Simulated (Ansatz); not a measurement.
Ge₂Sb₂Te₅ in space group P-3m1 (No. 164; Pearson symbol hP9), the program Ansatz at the PBE+D3(BJ) level (PAW). The conduction-band minimum lies on the K–Γ line, 84 % of the way from K, with 6 equivalent valleys. Second derivatives d²E/dk² of the lowest band at one valley (eV·Å²), along Cartesian directions:

```csv
direction,d²E/dk²
[100],161.5
[010],85.61
[001],35.26
[110],189.1
[101],136.3
[011],82.52
```

Question: Find the principal effective masses, the density-of-states mass and the conductivity mass.

Answer: Off-diagonal terms follow from H_xy = H[110] − (H_xx + H_yy)/2, and m*/mₑ = 7.620 eV·Å² over each eigenvalue: 0.036, 0.16, 0.31. One valley's DOS mass (m₁m₂m₃)^(1/3) = 0.12, conductivity mass 3/(Σ 1/mᵢ) = 0.081 mₑ.

Question: What effective density of states Nc follows at 300 K for parabolic valleys?

Answer: Nc = 2.509e19 × 6 × (0.12)^(3/2) ≈ 6.3e18 cm⁻³.

The PBE+D3(BJ) relaxation kept the symmetry of its start. Spin–orbit coupling is left out wherever it is not named.

Potentials: the earlier of the program's two PAW sets.

Edges and masses are those of Kohn–Sham bands, whose gap is no quasiparticle gap.
